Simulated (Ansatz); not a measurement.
# ZnAu: the relaxed cell by functional

Start: a database entry of this compound, its volume slightly rescaled.

```
CELL_PARAMETERS angstrom
3.17797 0.00000 0.00000
0.00000 3.17797 0.00000
0.00000 0.00000 3.17797
ATOMIC_POSITIONS crystal
Au 0.00000 0.00000 0.00000
Zn 0.50000 0.50000 0.50000
```

Atoms and cell were relaxed at zero pressure with plane-wave PAW DFT (Ansatz 0.2.0; one set of PAW datasets, made under PBE, for all functionals; 420 eV, r2SCAN 500 eV; 10×10×10 Γ-centred mesh, fermi-dirac occupations of width 0.100 eV; no spin polarisation, no spin-orbit coupling, no dispersion correction), keeping the symmetry (Pm-3m, No. 221).

Task: What cells and energies do LDA, PBEsol, PBE, r2SCAN give?

Result: The relaxed conventional cells:

```tsv
functional	a (Å)	volume (Å³/atom)	formation energy (eV/atom)
LDA	3.095	14.83	-0.227
PBEsol	3.128	15.31	-0.226
PBE	3.186	16.17	-0.214
r2SCAN	3.148	15.60	-0.221
```

LDA gives the smallest volume and PBE the largest, 9.0 % more, the usual order, since LDA overbinds and PBE's gradient terms loosen the lattice. PBEsol lies 3.2 % and r2SCAN 5.2 % over LDA. The formation energies span 0.01 eV an atom.

Caveats: each relaxation keeps the start's symmetry, so a distorted cell may lie lower; computed cells are at 0 K with fixed nuclei; no spin-orbit coupling, which moves formation energies of heavy elements; formation energies are at zero smearing against the elements' usual phases under the same functional, gases as free molecules, uncorrected.
